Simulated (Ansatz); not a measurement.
A plane-wave DFT run in Ansatz 0.2.0 (scalar-relativistic PAW potentials unless the input names others): input and command.

```yaml
crystal:
  lattice:
    - [2.7146126376, 0.0, 0.0]
    - [-1.3573063188, 2.3509235056, 0.0]
    - [0.0, 0.0, 23.8658877487]
  atoms:
    - { symbol: Pd, position: [0.6666666667, 0.3333333333, 0.3142560662] }
    - { symbol: Pd, position: [0.3333333333, 0.6666666667, 0.4071280331] }
    - { symbol: Pd, position: [0.0, 0.0, 0.5] }
    - { symbol: Pd, position: [0.6666666667, 0.3333333333, 0.5928719669] }
    - { symbol: Pd, position: [0.3333333333, 0.6666666667, 0.6857439338] }
basis:
  ecutwfc: 420
kpoints:
  mp_grid: { grid: [15, 15, 1], shift: [0.5, 0.5, 0.0] }
hamiltonian:
  xc: lda
scf:
  occupations: { method: gaussian, width: 0.1 }
output:
  forces: true
  eigenvalues: true
relax:
  adjacent_minimum: "off"
  f_tol: 0.02
  max_steps: 60
efield:
  axis: 3
  dipole_correction: true
  ramp_width: 0.04
```

```bash
ansatz run input.yaml --threads 4 --pin off --max-ram 8192MiB --backend cpu --events-out ev --progress --plain --runs-dir out
```

Abridged log:
```
Warning: crystal.symmetry: narrowed to the stabiliser of the k-point mesh — unitary ops 6 → 2; excluded 4 operations that carry a point of the 15×15×1 mesh (shift [0.5, 0.5, 0]) off the mesh (the run samples exactly the mesh kpoints.mp_grid names, as under crystal.symmetry.detect: false, and its converged state has the mesh's symmetry, not the crystal's; ε∞, the Born charges and the force constants of a linear response (`dielectric:` by the response, `phonons.method: dfpt`) are averaged over those of the crystal's operations that the state keeps within a tolerance, where `mesh_tensors`, `unave ...
Pseudopotentials: kind: paw
Pseudopotential: Pd, paw, valence charge 18, recommended cutoff 420 eV (normal)
Functional definition: SPW92
Crystal: 5 atoms, lattice volume = 152.308 Å³
Basis set: ecut = 420 eV, 2989 PW (Γ)
Bands: 54, of which v1, the nominal top of the filled ones, is band 45 counted from 1 (44 counted from 0)
Symmetry: 2 space group operations
k-points: 64 of 225 (time reversal used)
Initial density: superposition of atomic densities (neutral atoms: chi_scale 0, normalization atom), corrected by the library's trained network
Initial wavefunctions: pseudopotential atomic-orbital guess
Functional: x = slater, c = lda
SCF iter   1: F=—  HF=-34221.517266 eV  |F-HF|=—  |Δ(HF+E_count)|=         —  Δρ=1.69e-2  dr2=3.15e0  ethr=1.77e-3  p=0.000 e·Å  D=3.70e-13 V/Å  ΔV_dip= 0.00 eV  dr2_dipole=1.70e-7  V_vac-E_F(+/−)=5.06/5.06 eV  ⟨swp⟩=8.8  Hψ=15094  notcnv=0  defer=17
efield: sawtooth ramp at fractional position 0.9800 (placed from the atoms, in the widest stretch of the axis that holds none; the zero of the levels goes with the place), width 0.0400; the density the first Hamiltonian is built on has a dipole p = 0.000 e·Å; the dipole correction subtracts the counter field D = 3.70e-13 V/Å, which shifts the + side's vacuum level by  0.00 eV against the − side's; the planar-averaged density in the ramp window peaks in size at 6.2e-5 e/Å³
SCF iter   2: F=—  HF=-34221.489281 eV  |F-HF|=—  |Δ(HF+E_count)|=   2.80e-2  Δρ=1.41e-2  dr2=5.35e-1  ethr=1.77e-3  p=0.000 e·Å  D=2.09e-5 V/Å  ΔV_dip= 0.00 eV  dr2_dipole=1.73e-7  V_vac-E_F(+/−)=5.68/5.68 eV  ⟨swp⟩=3.3  Hψ=5976  notcnv=0  defer=197
SCF iter   3: F=—  HF=-34221.440977 eV  |F-HF|=—  |Δ(HF+E_count)|=   4.83e-2  Δρ=5.54e-3  dr2=2.84e-1  ethr=5.95e-4  p=0.000 e·Å  D=6.48e-6 V/Å  ΔV_dip= 0.00 eV  dr2_dipole=1.99e-7  V_vac-E_F(+/−)=5.57/5.57 eV  ⟨swp⟩=2.3  Hψ=5049  notcnv=0  defer=197
SCF iter   4: F=—  HF=-34221.436528 eV  |F-HF|=—  |Δ(HF+E_count)|=   4.45e-3  Δρ=1.54e-3  dr2=1.16e-2  ethr=3.15e-4  p=0.000 e·Å  D=2.26e-6 V/Å  ΔV_dip= 0.00 eV  dr2_dipole=5.99e-8  V_vac-E_F(+/−)=5.67/5.67 eV  ⟨swp⟩=1.4  Hψ=3293  notcnv=0  defer=197
SCF iter   5: F=—  HF=-34221.435880 eV  |F-HF|=—  |Δ(HF+E_count)|=   6.48e-4  Δρ=6.36e-4  dr2=6.12e-4  ethr=1.29e-5  p=0.000 e·Å  D=6.78e-7 V/Å  ΔV_dip= 0.00 eV  dr2_dipole=2.52e-8  V_vac-E_F(+/−)=5.67/5.67 eV  ⟨swp⟩=2.0  Hψ=4838  notcnv=0  defer=197
SCF iter   6: F=—  HF=-34221.436248 eV  |F-HF|=—  |Δ(HF+E_count)|=   3.68e-4  Δρ=2.45e-4  dr2=8.88e-5  ethr=6.80e-7  p=0.000 e·Å  D=6.59e-7 V/Å  ΔV_dip= 0.00 eV  dr2_dipole=1.58e-9  V_vac-E_F(+/−)=5.65/5.65 eV  ⟨swp⟩=2.2  Hψ=5491  notcnv=0  defer=193
SCF iter   7: F=—  HF=-34221.436243 eV  |F-HF|=—  |Δ(HF+E_count)|=   5.17e-6  Δρ=6.83e-5  dr2=1.33e-5  ethr=9.87e-8  p=0.000 e·Å  D=3.69e-7 V/Å  ΔV_dip= 0.00 eV  dr2_dipole=7.35e-10  V_vac-E_F(+/−)=5.65/5.65 eV  ⟨swp⟩=2.8  Hψ=6649  notcnv=0  defer=193
SCF iter   8: F=-34221.436239 eV  HF=-34221.436244 eV  |F-HF|=5.26e-6  |Δ(HF+E_count)|=   1.66e-6  Δρ=4.95e-5  dr2=6.45e-6  ethr=1.11e-8  p=0.000 e·Å  D=2.76e-7 V/Å  ΔV_dip= 0.00 eV  dr2_dipole=3.04e-10  V_vac-E_F(+/−)=5.65/5.65 eV  ⟨swp⟩=14.2  Hψ=15942  notcnv=0
   ...
SCF iter   7: F=-34221.436960 eV  HF=-34221.436960 eV  |F-HF|=5.83e-8  |Δ(HF+E_count)|=   3.10e-7  Δρ=1.11e-5  dr2=1.32e-7  ethr=5.61e-10  p=0.000 e·Å  D=5.16e-9 V/Å  ΔV_dip= 0.00 eV  dr2_dipole=1.46e-13  V_vac-E_F(+/−)=5.64/5.64 eV  ⟨swp⟩=12.0  Hψ=17385  notcnv=0
SCF 2 converged in 7 iterations: F = -34221.436960 eV  dr2 = 1.32e-7
relax step   2: F+E_penalty+E_count = -34221.43696023 eV  Δ(F+E_penalty+E_count) = -7.166e-4 eV  max|allowed force component| = 3.159e-2 eV/Å  Δτ_max = 0.0137 Å  (7 SCF iters, dr2 threshold 5.05e-7 eV, accepted)
SCF iter   1: F=—  HF=-34221.437107 eV  |F-HF|=—  |Δ(HF+E_count)|=         —  Δρ=3.92e-4  dr2=2.62e-4  ethr=2.55e-6  p=0.000 e·Å  D=5.16e-9 V/Å  ΔV_dip= 0.00 eV  dr2_dipole=8.50e-14  V_vac-E_F(+/−)=5.65/5.65 eV  ⟨swp⟩=2.3  Hψ=6534  notcnv=0  defer=98
efield: sawtooth ramp at fractional position 0.9800 (handed on by an earlier solve), width 0.0400; the density the first Hamiltonian is built on has a dipole p = 0.000 e·Å; the dipole correction subtracts the counter field D = 5.16e-9 V/Å, which shifts the + side's vacuum level by  0.00 eV against the − side's; the planar-averaged density in the ramp window peaks in size at 9.3e-7 e/Å³
SCF iter   2: F=—  HF=-34221.437092 eV  |F-HF|=—  |Δ(HF+E_count)|=   1.56e-5  Δρ=2.63e-4  dr2=1.53e-4  ethr=2.91e-7  p= 0.000 e·Å  D=-1.94e-9 V/Å  ΔV_dip=0.00 eV  dr2_dipole=1.52e-13  V_vac-E_F(+/−)=5.64/5.64 eV  ⟨swp⟩=3.3  Hψ=7255  notcnv=0  defer=114
SCF iter   3: F=—  HF=-34221.437053 eV  |F-HF|=—  |Δ(HF+E_count)|=   3.83e-5  Δρ=7.60e-5  dr2=5.22e-5  ethr=1.71e-7  p=0.000 e·Å  D=9.95e-9 V/Å  ΔV_dip= 0.00 eV  dr2_dipole=1.53e-12  V_vac-E_F(+/−)=5.65/5.65 eV  ⟨swp⟩=2.3  Hψ=5237  notcnv=0  defer=114
SCF iter   4: F=—  HF=-34221.437054 eV  |F-HF|=—  |Δ(HF+E_count)|=   2.69e-7  Δρ=3.20e-5  dr2=1.37e-5  ethr=5.80e-8  p=0.000 e·Å  D=8.09e-9 V/Å  ΔV_dip= 0.00 eV  dr2_dipole=4.47e-13  V_vac-E_F(+/−)=5.65/5.65 eV  ⟨swp⟩=2.1  Hψ=4814  notcnv=0  defer=114
SCF iter   5: F=—  HF=-34221.437053 eV  |F-HF|=—  |Δ(HF+E_count)|=   3.15e-7  Δρ=1.90e-5  dr2=4.59e-6  ethr=1.53e-8  p=0.000 e·Å  D=7.18e-9 V/Å  ΔV_dip= 0.00 eV  dr2_dipole=1.34e-13  V_vac-E_F(+/−)=5.65/5.65 eV  ⟨swp⟩=1.2  Hψ=3355  notcnv=0  defer=114
SCF iter   6: F=—  HF=-34221.437053 eV  |F-HF|=—  |Δ(HF+E_count)|=   1.58e-8  Δρ=7.83e-6  dr2=2.51e-7  ethr=5.11e-9  p=0.000 e·Å  D=6.41e-9 V/Å  ΔV_dip= 0.00 eV  dr2_dipole=6.93e-13  V_vac-E_F(+/−)=5.65/5.65 eV  ⟨swp⟩=1.8  Hψ=4425  notcnv=0  defer=114
SCF iter   7: F=-34221.437053 eV  HF=-34221.437053 eV  |F-HF|=3.14e-9  |Δ(HF+E_count)|=   2.80e-8  Δρ=3.07e-6  dr2=8.65e-9  ethr=1.11e-10  p=0.000 e·Å  D=4.56e-9 V/Å  ΔV_dip= 0.00 eV  dr2_dipole=9.22e-14  V_vac-E_F(+/−)=5.65/5.65 eV  ⟨swp⟩=11.0  Hψ=14914  notcnv=0
SCF 3 converged in 7 iterations: F = -34221.437053 eV  dr2 = 8.65e-9
relax step   3: F+E_penalty+E_count = -34221.43705343 eV  Δ(F+E_penalty+E_count) = -9.321e-5 eV  max|allowed force component| = 1.530e-3 eV/Å  Δτ_max = 0.0031 Å  (7 SCF iters, accepted)
SCF converged after 7 iterations
Free energy (F): -34221.437053 eV
Harris-Foulkes:  -34221.437053 eV  (|F-HF|=3.14e-9)
Internal energy: -34221.372941 eV  (E = F + TS)
E sigma→0 (E₀):  -34221.404997 eV
Entropy (-TS):   -0.064113 eV (-12.823 meV/atom)
Fermi energy:    6.551035 eV
Dipole field:    D =  0.000000 V/Å  (p =  0.000000 e·Å, saw-weighted, corrected)
Work function:   Φ+ = 5.6454 eV   Φ− = 5.6454 eV
Levels:          The Fermi level and band energies are counted from a zero that moves with the ramp; work functions are not
--- Forces (eV/Å), atoms counted from 1 ---
  atom   1  Pd     0.00152989    -0.00088329    -0.00000198
  atom   2  Pd     0.00032192    -0.00018586    -0.00065340
  atom   3  Pd    -0.00000004     0.00000002    -0.00000038
  atom   4  Pd    -0.00032187     0.00018583     0.00065394
  atom   5  Pd    -0.00152991     0.00088329     0.00000177
--- Relaxed structure (3 steps of the walk, 3 accepted, 0 SCFs on fresh bases) ---
  F+E_penalty+E_count = -34221.43705343 eV   max|allowed force component| = 1.530e-3 eV/Å
  atoms:
    - { symbol: Pd, position: [0.66790834, 0.33209165, 0.31448288] }
    - { symbol: Pd, position: [0.33404864, 0.66595135, 0.40756821] }
    - { symbol: Pd, position: [0.0, 0.0, 0.50000000] }
    - { symbol: Pd, position: [0.66595135, 0.33404864, 0.59243178] }
    - { symbol: Pd, position: [0.33209165, 0.66790834, 0.68551711] }
```

Apart from outputs and empty bands, the input differs from a reference run on usual settings in kpoints.mp_grid.shift: not typed → [0.5, 0.5, 0.0]. The reference, at the same start, ended its own course with largest force 0.000 eV/Å, no gap on the mesh. This run converged in 24 SCF iterations over all its steps (reference: 26) with an energy at zero smearing 2.35 meV/atom above the reference's, largest force 0.002 eV/Å, no gap on the mesh.

Time: 70 s on 4 threads of AMD EPYC (Zen 3), on a shared host, peak memory 0.72 GiB.